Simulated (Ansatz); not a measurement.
## TiRh: stationary points along a deformation path

Method: DFT PBEsol, scalar-relativistic, plane waves, PAW (Ansatz 0.2.0). The runs took a 420 eV cutoff, a Γ-centred 18×18×16 mesh and Gaussian smearing (0.15 eV). No spin polarisation. Energies are free energies at this smearing, counted from the undisturbed cell; pressure is positive in compression.

Zero of the scan (as given, not relaxed at this level; it stands at -6.7 GPa, and it needn't be the usual structure):

```
Ti Rh
1.0
     2.98800    0.00000    0.00000
     0.00000    2.98800    0.00000
     0.00000    0.00000    3.35000
Ti Rh
1 1
Direct
  0.50000 0.50000 0.50000
  0.00000 0.00000 0.00000
```

At fixed volume and fractional coordinates, lengths along (0.000, 0.000, 1.000) are scaled against those across it; ρ is that ratio over its starting value. V = 14.955 Å³/atom. Δσ is the stress along the axis less the mean stress across it (compression positive).

```
    ρ  ΔE (meV/atom)  Δσ (GPa) space group
0.850           12.9     -1.94       P4/mmm
0.920           15.0      2.20       P4/mmm
0.960            7.1      3.22       P4/mmm
1.000            0.0      2.16       P4/mmm
1.050           -1.2     -2.04       P4/mmm
1.100           13.0     -7.83       P4/mmm
1.200           82.2    -17.51       P4/mmm
```

Question: How does the stress give the slope of the energy, and where is the energy stationary?

Answer: Along the path d ln(length) is 2/3 d ln ρ on the axis and −1/3 d ln ρ across it, so dE/d ln ρ = −(2/3) V Δσ: the energy falls with ρ where Δσ is positive. Δσ vanishes or changes sign between ρ = 0.850 and 0.920, a maximum (near 0.88 by linear interpolation); between ρ = 1.000 and 1.050, a minimum (near 1.03 by linear interpolation). Pairs of stationary points between two samples would go unseen, and could change a minimum read from distant neighbours into a maximum.

Question: Integrate that slope from ρ = 1 to 1.200 by the trapezoid rule.

Answer: With V/N in Å³ and 1 eV/Å³ = 160.2 GPa the slopes at ρ = 1.000, 1.050, 1.100, 1.200 are -134, 127, 487, 1090 meV/atom per unit of ln ρ. The steps add (-0.2) + 14.3 + 68.6 = 82.7 meV/atom, against 82.2 from the energies; the trapezoid rule misses the curvature of the slope within each step.

Question: Is the start the lowest point of the path?

Answer: No: ρ = 1.050 lies 1.2 meV/atom lower, with no sampled rise above the start on the way. Volume and inner coordinates are held, so a relaxed structure there would lie lower still.

In a metal these slopes depend on the k mesh and the smearing.